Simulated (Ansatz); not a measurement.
NaI (rock salt, space group No. 225), PBEsol (plane waves, PAW; program Ansatz): ε∞ = 3.48, cell volume 65.63 Å³. Infrared-active transverse modes:

```json
[
 {"ω_TO (cm⁻¹)": "118.2", "oscillator strength S_xx (e²/amu)": "0.07209"}
]
```

Task: Compute the static dielectric constant.

Result: Each mode adds (4.921e7/V) S/ω²: 3.87. So ε0 = 7.35.

Task: What LO frequency does the Lyddane–Sachs–Teller relation give?

Result: ω_LO = ω_TO √(ε0/ε∞) = 172 cm⁻¹.

Space group Fm-3m (rock salt). Symmetry was held in the PBEsol relaxation; of distortions, only those at the zone centre were tested. Spin–orbit coupling is left out wherever it is not named.

Potentials: the later of the program's two PAW sets.
